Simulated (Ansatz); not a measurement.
InSb (zinc blende)

```
InSb
1.0
    0.00000     3.25957     3.25957
    3.25957     0.00000     3.25957
    3.25957     3.25957     0.00000
Sb In
1 1
Direct
  0.75000   0.75000   0.75000
  0.00000   0.00000   0.00000
```

The slice is a {111} plane (indices of the conventional cell) through the point (0.750, 0.750, 0.750) (fractional), spanned by u = [100] and v = [-1 2 0] in vectors of this cell: u (4.61 Å) and v (7.98 Å, at 90° to u). It covers one period; positions are fractions (u, v).

All values below come from PBEsol (plane waves to 420 eV, PAW, scalar-relativistic; Ansatz, a program for electronic structure). k mesh 12×12×12. Near the nuclei the fields are pseudised (PAW); where an atom keeps semicore shells as valence, they peak there. At this level the bands of InSb touch or barely overlap; measurements give the solid a gap. InSb was relaxed with its symmetry unable to fall. Spin-orbit coupling is left out, though Sb is heavy.

Predict the map of the valence electron density on the slice.


```tsv
v \ u	0.00	0.11	0.22	0.33	0.44	0.56	0.67	0.78	0.89
0.88	-0.2	-0.4	-0.8	-1.3	-1.7	-1.7	-1.3	-0.8	-0.4
0.75	-0.5	-0.7	-1.0	-1.3	-1.4	-1.4	-1.3	-1.0	-0.7
0.62	-0.3	-0.5	-0.6	-0.5	-0.3	-0.3	-0.5	-0.6	-0.5
0.50	-1.1	-0.9	-0.6	0.1	1.2	1.2	0.1	-0.6	-0.9
0.38	-1.7	-1.5	-1.0	-0.6	-0.3	-0.3	-0.6	-1.0	-1.5
0.25	-1.4	-1.4	-1.2	-0.8	-0.6	-0.6	-0.8	-1.2	-1.4
0.12	-0.3	-0.4	-0.6	-0.6	-0.4	-0.4	-0.6	-0.6	-0.4
0.00	1.4	0.7	-0.3	-0.8	-1.1	-1.1	-0.8	-0.3	0.7
```

Values: log₁₀ of the valence density in e/Å³. The scale is logarithmic, as a density can span decades between atoms and voids.
